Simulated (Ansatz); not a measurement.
Input:

AlInAs₂:
```yaml
crystal:
  lattice:
    - [4.15931, 0.00000, 0.00000]
    - [0.00000, 4.15931, 0.00000]
    - [0.00000, 0.00000, 17.70721]
  atoms:
    - { symbol: In, position: [0.00000, 0.00000, 0.82102] }
    - { symbol: As, position: [0.50000, 0.00000, 0.91047] }
    - { symbol: In, position: [0.50000, 0.50000, 0.00000] }
    - { symbol: As, position: [0.00000, 0.50000, 0.08953] }
    - { symbol: In, position: [0.00000, 0.00000, 0.17898] }
    - { symbol: As, position: [0.50000, 0.00000, 0.26940] }
    - { symbol: Al, position: [0.50000, 0.50000, 0.34538] }
    - { symbol: As, position: [0.00000, 0.50000, 0.42271] }
    - { symbol: Al, position: [0.00000, 0.00000, 0.50000] }
    - { symbol: As, position: [0.50000, 0.00000, 0.57729] }
    - { symbol: Al, position: [0.50000, 0.50000, 0.65462] }
    - { symbol: As, position: [0.00000, 0.50000, 0.73060] }
```

This is the r²SCAN-relaxed structure. Cartesian axes are those of the cell as given.

Problem. All from the program Ansatz at the r²SCAN level (PAW), unless another level is named. Estimate the electron effective mass with spin–orbit coupling.

Solution. 0.072, 0.072, 0.087 mₑ (principal values).

Problem. And the HSE06 gap on the r²SCAN cell?

Solution. 1.32 eV.

Problem. And the hole effective mass, band 2 of 2 at the edge?

Solution. 0.068 along x, 0.58 along z (mₑ).

Problem. Give the valence-band maximum.

Solution. at Γ.

Space group P-4m2. The start of the workflow was typed in or built on a structure type; neither database checked (COD, Materials Project) lists it. Whether it is the stable phase at ambient conditions was not checked. The cell was relaxed with r²SCAN under the symmetry of its start; its stability against distortions is not shown here. Scalar-relativistic: spin–orbit coupling is off unless named, which matters more the heavier the elements.

Potentials: the earlier of the program's two PAW sets. The files were generated under PBE; for other functionals the program regenerates the frozen cores, and for LDA and PBEsol the local potential too.
